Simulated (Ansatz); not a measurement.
Ga₂Os: the gap against volume

Ga₂Os, Fddd, a = 4.718 Å, b = 8.257 Å, c = 8.705 Å. The structure is a COD entry; whether it is the stable form wasn't checked. Ansatz: r2SCAN, PAW, 500 eV, Γ-centred 8×8×8 mesh on 6 atoms, Gaussian smearing 0.02 eV; no spin polarisation. Shape and atoms are relaxed at each volume; x = ln(V/V0) with V0 = 14.130 Å³/atom. The gap is read at the mesh points alone.

```
      x gap y (eV)
-0.1278       1.040
-0.0943       1.012
-0.0619       0.983
-0.0305       0.961
 0.0000       0.936
 0.0296           ?
 0.0583       0.891
 0.0953       0.861
```

Question: Fit a straight line to the other rows, give the volume deformation potential of the gap and its pressure coefficient, and predict the missing gap. B0 = 196.1 GPa.

Answer: Means x = -0.02299, y = 0.95486; Σ(Δx)² = 0.03877, ΣΔxΔy = -0.03087; the slope is their ratio. y = 0.9366 − 0.7962 x. The slope is the deformation potential a = dE_g/d ln V = -0.80 eV, and dE_g/dP = −a/B0 = 4.06 meV/GPa. At x = 0.0296 the fit asked for gives 0.913 eV. The run gave 0.912 eV, so the fit is 0.001 eV too high, within the rms miss on the fitted rows (0.001 eV).

Spin-orbit coupling is left out, which matters for the bands of heavy elements. Semilocal functionals give gaps under the measured ones; changes of the gap mostly carry over better.